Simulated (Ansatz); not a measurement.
Re:
```
CELL_PARAMETERS angstrom
      1.38032     0.79693     6.68541
     -1.38032     0.79693     6.68541
      0.00000    -1.59386     6.68541
ATOMIC_POSITIONS crystal
  Re 0.00000 0.00000 0.00000
  Re 0.22234 0.22234 0.22234
  Re 0.77766 0.77766 0.77766
```

Relaxed with r²SCAN.

Task: Map the electron localisation function on the plane through (0.000, 0.000, 0.000) spanned by u = [1, -1, 0] and v = [1, 0, -1] in lattice vectors, from r²SCAN (plane waves, PAW; program Ansatz).

Result: x is the fraction of u, y of v (the angle between them is 60°; rows are the nearest grid lines); atoms in the plane: Re at (0.00, 0.00).
```
y \ x   0.000  0.0625  0.188  0.250  0.375  0.438  0.562  0.625  0.750  0.812  0.938   1.00
------  -----  ------  -----  -----  -----  -----  -----  -----  -----  -----  -----  -----
1.00    0.230   0.387  0.736  0.639  0.264  0.318  0.318  0.264  0.639  0.736  0.387  0.230
0.938   0.387   0.387  0.729  0.698  0.293  0.274  0.368  0.274  0.504  0.698  0.597  0.387
0.875   0.654   0.597  0.729  0.712  0.331  0.251  0.391  0.326  0.331  0.558  0.729  0.654
0.750   0.639   0.698  0.698  0.639  0.331  0.245  0.372  0.419  0.279  0.245  0.504  0.639
0.688   0.400   0.504  0.558  0.504  0.293  0.251  0.372  0.429  0.372  0.292  0.293  0.400
0.625   0.264   0.293  0.348  0.331  0.264  0.274  0.385  0.419  0.419  0.385  0.274  0.264
0.562   0.318   0.274  0.245  0.245  0.274  0.318  0.391  0.385  0.372  0.385  0.368  0.318
0.438   0.318   0.368  0.385  0.372  0.385  0.391  0.318  0.274  0.245  0.245  0.274  0.318
0.375   0.264   0.274  0.385  0.419  0.419  0.385  0.274  0.264  0.331  0.348  0.293  0.264
0.312   0.400   0.293  0.292  0.372  0.429  0.372  0.251  0.293  0.504  0.558  0.504  0.400
0.250   0.639   0.504  0.245  0.279  0.419  0.372  0.245  0.331  0.639  0.698  0.698  0.639
0.125   0.654   0.729  0.558  0.331  0.326  0.391  0.251  0.331  0.712  0.729  0.597  0.654
0.0625  0.387   0.597  0.698  0.504  0.274  0.368  0.274  0.293  0.698  0.729  0.387  0.387
0.000   0.230   0.387  0.736  0.639  0.264  0.318  0.318  0.264  0.639  0.736  0.387  0.230
```

The density is the valence pseudo-density with augmentation charge, so density and ELF within about 1 Å of a nucleus are not all-electron values.

Space group R-3m (9R (Sm type)). The first step of the workflow began from a Materials Project structure, measured or hypothetical; the Crystallography Open Database copy checked does not list it. It is not the phase usual at ambient conditions (space group No. 194). Symmetry was held in the r²SCAN relaxation; its stability against distortions is not shown here. The run is not spin-polarised. Spin–orbit coupling is left out wherever it is not named.

Potentials: the later of the program's two PAW sets.
